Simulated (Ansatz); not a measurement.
Values for one crystal, relaxed and computed with the program Ansatz at the r²SCAN level (PAW); other levels are named.

* **Volume per atom**: 17.95 Å³
* **Electronic character**: metallic (no gap)
* **Pressure derivative B′**: 4.7
* **Density of states at the Fermi level**: 0.24 states/eV per atom (mean over ±0.08 eV)
* **Formation energy from the elements (no fitted shifts)**: 0.48 eV/atom
* **Bulk modulus (Birch–Murnaghan fit)**: 97.5 GPa

Problem. Which of these materials gives this?
(A) SiSnGeC, Pmm2 (C on 1a, Si on 1c, Ge on 1d, Sn on 1b)
(B) Mo2C, Pbcn (Mo on 8d, C on 4c)
(C) SiNi, Pnma (Si on 4c, Ni on 4c)
(D) Si2Mo, MoSi2 or CaC2 type

Solution. A, SiSnGeC, Pmm2 (C on 1a, Si on 1c, Ge on 1d, Sn on 1b)

The start of the workflow was typed in or built on a structure type; neither database checked (COD, Materials Project) lists it. Whether it is the stable phase at ambient conditions was not checked. The cell keeps a stress of up to 0.2 GPa. The cell was relaxed with r²SCAN under the symmetry of its start; its stability against distortions is not shown here. Its formation energy is positive at this level, so the cell may be metastable or incomplete. The references are the lowest solids computed at this level, not always the standard phases. Scalar-relativistic: spin–orbit coupling is off unless named, which matters more the heavier the elements.

Potentials: the earlier of the program's two PAW sets.
